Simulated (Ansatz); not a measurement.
In$_{2}$Pt:
```yaml
crystal:
  lattice:
    - [0.00000, 4.06185, 4.06185]
    - [4.06185, 0.00000, 4.06185]
    - [4.06185, 4.06185, 0.00000]
  atoms:
    - { symbol: In, position: [0.62500, 0.62500, 0.62500] }
    - { symbol: In, position: [0.12500, 0.62500, 0.62500] }
    - { symbol: In, position: [0.62500, 0.12500, 0.62500] }
    - { symbol: In, position: [0.62500, 0.62500, 0.12500] }
    - { symbol: Pt, position: [0.25000, 0.25000, 0.25000] }
    - { symbol: Pt, position: [0.00000, 0.00000, 0.00000] }
```

Relaxed with PBE. Special points in fractions of this cell's reciprocal vectors: Γ (0.000, 0.000, 0.000); X (0.500, 0.000, 0.500); U (0.625, 0.250, 0.625); K (0.375, 0.375, 0.750); L (0.500, 0.500, 0.500); W (0.500, 0.250, 0.750).

Task: List the band energies nearest the Fermi level at these points for plane-wave PAW PBE with spin–orbit coupling (Ansatz code).

Result: In eV from the Fermi level; about four levels below and three above (degenerate sets whole), none deeper than 8.9 eV; points with the same levels are listed once.

```json
[
 {"k": "Γ", "below": "-0.67 -0.67 -0.67 -0.67 -0.50 -0.50", "above": "0.02 0.02 0.02 0.02"},
 {"k": "X", "below": "-0.92 -0.92 -0.92 -0.92", "above": "2.54 2.54 2.54 2.54"},
 {"k": "U", "below": "-0.88 -0.88 -0.15 -0.15", "above": "0.80 0.80 1.54 1.54"},
 {"k": "L", "below": "-0.55 -0.55 -0.13 -0.13", "above": "0.24 0.24 1.70 1.70"},
 {"k": "W", "below": "-0.37 -0.37 -0.23 -0.23", "above": "0.13 0.13 0.26 0.26"}
]
```

Space group Fd-3m (cubic Laves (MgCu2 type)). A made-up cell: these elements were put on the sites of a structure type; neither database checked (COD, Materials Project) lists it. COD files the formula under space group No. 225. Whether it is the stable phase at ambient conditions was not checked. The PBE relaxation kept the symmetry of its start; whether a distortion lowers the energy is not shown. No spin polarisation was allowed.

Potentials: the earlier of the program's two PAW sets.
